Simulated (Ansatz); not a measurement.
BN (wurtzite)

```xyz
4
Lattice="2.5440 0.0000 0.0000 -1.2720 2.2031 0.0000 0.0000 0.0000 4.2077" Properties=species:S:1:pos:R:3 pbc="T T T"
B      1.2720     0.7344     4.2073
B      0.0000     1.4688     2.1034
N      1.2720     0.7344     2.6311
N      0.0000     1.4688     0.5272
```

Equation-of-state scan: isotropic scaling of the cell above, V₀ being its volume. The atoms relax within the cell's symmetry.

Computed with r2SCAN (plane waves to 500 eV, PAW, scalar-relativistic; Ansatz, a first-principles code). k mesh 15×15×8 (Γ-centred), Fermi-Dirac smearing 0.05 eV. The energy includes the smearing's −TS. Compression counts positive. BN was relaxed with its symmetry unable to fall. The zero of ΔE is the relaxed starting cell.

Problem. What ΔE (kJ/mol of atoms) and P (GPa) does the calculation give at V/V₀ = 0.952, 0.964, 0.976, 1.012, 1.024, 1.060?

Solution. 
```json
[
 {"V/V₀": "0.952", "ΔE (kJ/mol of atoms)": "1.73", "P (GPa)": "21.1"},
 {"V/V₀": "0.964", "ΔE (kJ/mol of atoms)": "0.95", "P (GPa)": "15.4"},
 {"V/V₀": "0.976", "ΔE (kJ/mol of atoms)": "0.42", "P (GPa)": "9.9"},
 {"V/V₀": "1.012", "ΔE (kJ/mol of atoms)": "0.10", "P (GPa)": "-4.6"},
 {"V/V₀": "1.024", "ΔE (kJ/mol of atoms)": "0.39", "P (GPa)": "-8.9"},
 {"V/V₀": "1.060", "ΔE (kJ/mol of atoms)": "2.28", "P (GPa)": "-20.5"}
]
```

(A scan under strain: stresses follow from slopes of the energy per volume, elastic moduli from its curvatures.)
